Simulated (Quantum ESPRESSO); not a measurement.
Kohn-Sham bands of ZnSnO₃ (R3c)

```yaml
crystal:
  lattice:
    - [-2.67545, 4.63401, 0.00000]
    - [-5.35089, 0.00000, 0.00000]
    - [-2.67545, 1.54467, 4.74148]
  atoms:
    - { symbol: Zn, position: [0.28407, 0.28407, 0.14779] }
    - { symbol: Zn, position: [0.78407, 0.78407, 0.64779] }
    - { symbol: Sn, position: [0.00184, 0.00184, 0.99448] }
    - { symbol: Sn, position: [0.50184, 0.50184, 0.49448] }
    - { symbol: O, position: [0.89277, 0.60710, 0.28732] }
    - { symbol: O, position: [0.60710, 0.21281, 0.28732] }
    - { symbol: O, position: [0.21281, 0.89277, 0.28732] }
    - { symbol: O, position: [0.10710, 0.39277, 0.78732] }
    - { symbol: O, position: [0.71281, 0.10710, 0.78732] }
    - { symbol: O, position: [0.39277, 0.71281, 0.78732] }
```

Cell from Materials Project (mp-13334), symmetrised, no further relaxation. Not found in the COD (Crystallography Open Database) copy used; not checked further. Computed values, not measurements, from PBEsol: Quantum ESPRESSO (norm-conserving PseudoDojo potentials, cutoff 68 Ry, no spin polarisation, no spin-orbit coupling) on a Γ-centred 4×4×4 mesh, then Wannier90. Density: 8×8×8 mesh, Gaussian smearing 0.01 Ry. Spin-orbit coupling is left out although heavy elements are present.

### Question
List the Kohn-Sham levels between −8 and 4.0 eV relative to the valence-band maximum at the high-symmetry points, as a band run of pw.x on that density gives them (levels within 2 meV counted together).

### Answer
```tsv
point	k (reciprocal lattice)	levels (eV)
Γ	0.000 0.000 0.000	-5.48 (×2), -4.80 (×2), -4.75, -4.69, -4.26 (×2), -4.19 (×2), -4.16, -3.96, -3.91 (×2), -3.32, -2.97, -2.81 (×2), -1.15 (×2), -0.76 (×2), -0.51, -0.48 (×2), 0.00 (×2), 1.02
T	0.000 0.000 -0.500	-6.55 (×2), -4.83 (×4), -4.63 (×2), -4.40 (×4), -3.20 (×4), -3.15 (×2), -2.32 (×2), -1.44 (×4), -0.26 (×4)
H_2	-0.263 0.263 -0.500	-6.59 (×2), -5.20 (×2), -4.78 (×2), -4.51 (×2), -4.23 (×2), -4.10 (×2), -3.70 (×2), -3.44 (×2), -2.76 (×2), -1.95 (×2), -1.49 (×2), -1.03 (×2), -0.61 (×2), -0.23 (×2)
H_0	-0.475 0.263 -0.237	-6.59 (×2), -5.20 (×2), -4.78 (×2), -4.51 (×2), -4.23 (×2), -4.10 (×2), -3.70 (×2), -3.44 (×2), -2.76 (×2), -1.95 (×2), -1.49 (×2), -1.03 (×2), -0.61 (×2), -0.23 (×2)
L	0.000 0.500 0.000	-7.01 (×2), -4.99 (×2), -4.78 (×2), -4.56 (×2), -4.24 (×2), -4.13 (×2), -3.86 (×2), -3.08 (×2), -2.58 (×2), -1.86 (×2), -1.41 (×2), -1.10 (×2), -0.71 (×2), -0.22 (×2)
S_0	-0.369 0.369 0.000	-6.80, -6.50, -5.24, -5.02, -4.97, -4.75, -4.55, -4.44, -4.25, -4.21, -4.14, -4.12, -3.69, -3.68, -3.42, -3.20, -2.91, -2.79, -2.16, -1.79, -1.65, -1.28, -0.98, -0.85, -0.72, -0.59, -0.20, -0.18
S_2	-0.369 0.263 -0.369	-6.80, -6.50, -5.24, -5.02, -4.97, -4.75, -4.55, -4.44, -4.25, -4.21, -4.14, -4.12, -3.69, -3.68, -3.42, -3.20, -2.91, -2.79, -2.16, -1.79, -1.65, -1.28, -0.98, -0.85, -0.72, -0.59, -0.20, -0.18
F	-0.500 0.000 -0.500	-6.98, -5.81, -5.51, -5.13, -4.77, -4.68, -4.65, -4.30, -4.29, -4.24, -4.11, -4.06, -3.96, -3.62, -3.46, -3.32, -3.25, -2.44, -2.24, -1.81, -1.44, -1.17, -1.15, -1.12, -0.84, -0.65, -0.21, -0.15
```
